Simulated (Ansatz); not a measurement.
Starting cell, AlN (wurtzite):

```
CELL_PARAMETERS angstrom
      3.13030     0.00000     0.00000
     -1.56515     2.71092     0.00000
      0.00000     0.00000     5.01801
ATOMIC_POSITIONS crystal
  Al 0.66667 0.33333 0.00337
  Al 0.33333 0.66667 0.50337
  N  0.66667 0.33333 0.62183
  N  0.33333 0.66667 0.12183
```

Scan: atom 4 (N, nearest neighbour Al at 1.903 Å; its periodic images, 3.1 Å or more away, move with it) is displaced along Cartesian [110], direction (0.707, 0.707, 0.000) in Cartesian axes, by s. The other atoms stay.

These are PBE (plane waves to 420 eV, PAW, scalar-relativistic; Ansatz, a program for electronic structure) values and carry that method's errors. k mesh 10×10×6 (Γ-centred), Fermi-Dirac smearing 0.05 eV. Energies are smeared free energies. Compression counts positive. Left out: 1 of 11 points, with atoms too close for the PAW data. F∥ is the force on the atom along that direction. AlN was relaxed with its symmetry unable to fall. ΔE is measured from the undisplaced structure.

```tsv
s (Å)	P (GPa)	ΔE (eV/cell)	F∥ (eV/Å)
-0.456	(withheld)	(withheld)	14.169
-0.342	9.7	1.220	8.570
-0.228	3.9	0.478	4.691
-0.114	0.9	0.107	1.971
0.000	0.0	0.000	0.000
0.114	0.7	0.089	-1.508
0.228	2.7	0.334	-2.744
0.342	5.8	0.709	-3.815
0.456	(withheld)	1.198	-4.751
0.570	13.8	1.785	(withheld)
```

### Question
Some entries are withheld; supply them.

### Answer

- -0.456, P (GPa): 19.3
- -0.456, ΔE (eV/cell): 2.497
- 0.456, P (GPa): 9.5
- 0.570, F∥ (eV/Å): -5.509

(A displaced cell: forces are minus the slopes of the energy, force constants its curvatures, and phonons follow from these.)
